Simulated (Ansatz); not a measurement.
Relaxed CdSe (wurtzite):

```xyz
8
Lattice="8.7654 0.0000 0.0000 -2.1914 3.7955 0.0000 0.0000 0.0000 7.1545" Properties=species:S:1:pos:R:3 pbc="T T T"
Cd     2.1914     1.2652     0.0034
Cd     6.5741     1.2652     0.0034
Cd     0.0000     2.5304     3.5806
Cd     4.3827     2.5304     3.5806
Se     2.1914     1.2652     4.4696
Se     6.5741     1.2652     4.4696
Se     0.0000     2.5304     0.8924
Se     4.3827     2.5304     0.8924
```

A phonon eigenvector at M = (0.5, 0.0, 0.0) is frozen into this cell: atom i moves by Q times the vector below, so Q is the largest atomic displacement, in Å. The cell is held. (q is in reciprocal vectors of the primitive cell; the cell shown is doubled to hold the pattern.)

```tsv
atom	x	y	z
Cd1	-0.248	-0.143	-0.341
Cd2	0.248	0.143	0.341
Cd3	0.248	0.143	-0.341
Cd4	-0.248	-0.143	0.341
Se5	0.849	0.490	0.195
Se6	-0.849	-0.490	-0.195
Se7	-0.849	-0.490	0.195
Se8	0.849	0.490	-0.195
```

Computed with PBE (plane waves to 420 eV, PAW, scalar-relativistic; Ansatz, a first-principles code). k mesh 9×9×5 (Γ-centred), Fermi-Dirac smearing 0.05 eV. E stands for the smeared free energy. CdSe was relaxed with its symmetry unable to fall. The zero of ΔE is the undisplaced structure.

```
Q (Å)    ΔE (meV/cell)
-------  -------------
-0.1000       withheld
-0.0833          153.9
-0.0667           98.3
-0.0500           55.2
-0.0333           24.5
-0.0167            6.1
0.0000             0.0
0.0167             6.1
0.0333            24.5
0.0500            55.2
0.0667            98.3
0.0833           153.9
0.1000        withheld
```

Q: Fit an even polynomial form (powers 2, 4) to the given rows and predict ΔE at Q = 0.1000.

A: Least squares on the 11 given rows: ΔE = (22000)·Q² + (25290)·Q⁴, in meV/cell with Q in Å; root-mean-square residual 0.05 meV/cell. At 0.1000 the fit gives 222.5 meV/cell; the calculation gives 222.2 meV/cell, so the extrapolation is off by 0.3 (+0.1 %). The quadratic term alone would give 220.0 meV/cell.

(A displaced cell: forces are minus the slopes of the energy, force constants its curvatures, and phonons follow from these.)
